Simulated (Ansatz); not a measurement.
Data:

AlCr$_{2}$C:
Space group P6₃/mmc (No. 194); a = b = 2.812 Å, c = 12.595 Å, α = β = 90.00°, γ = 120.00°

```tsv
atom	site	symmetry	x	y	z
Al	2d	-6m2	0.6667	0.3333	0.2500
Cr	4f	3m.	0.3333	0.6667	0.0843
C	2a	-3m.	0.0000	0.0000	0.0000
```

This is the PBEsol-relaxed structure.

Task: All from PBEsol in the plane-wave PAW code Ansatz, unless another level is named. Predict the electronic character.

Result: metallic (no gap).

Task: Give the formation energy from the elements (no fitted shifts).

Result: -0.23 eV/atom.

Task: Predict the density of states at the Fermi level.

Result: 0.72 states/eV per atom (mean over ±0.08 eV).

Space group P6_3/mmc. The PBEsol relaxation kept the symmetry of its start; of distortions, only those at the zone centre were tested. The run is not spin-polarised. The references are the lowest solids computed at this level, not always the standard phases.

Potentials: the later of the program's two PAW sets.
